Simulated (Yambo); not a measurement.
Material: BaCu2S2 (space group I4/mmm, No. 139); a = b = c = 6.9006 Å, α = β = 147.15°, γ = 47.14° (5 atoms in the cell). The geometry is that of Materials Project entry mp-4255, symmetrised and not relaxed again.

With PBEsol (pw.x of Quantum ESPRESSO, ONCV potentials, no spin-orbit coupling), the gap between the mesh's edge points (Γ → Γ) is 0.441 eV.

Task: By how much does one-shot G0W0 (Yambo; 4×4×4 Γ-centred k mesh, bands 9 to 116 and a 6 Ry block in the screening, 116 bands in G with the Bruneval-Gonze terminator, plasmon pole fitted at 27.2 eV) open this gap, and what gap results?

Result: The correction is 0.552 eV, giving 0.992 eV, 2.3 times the PBEsol value.  Convergence of the G0W0 settings was not tested. The filled Cu 3d shell has no Hubbard U; semilocal functionals place it too high.

The structure is a Materials Project entry; no match was found in the copy of COD used, and its stability was not checked.
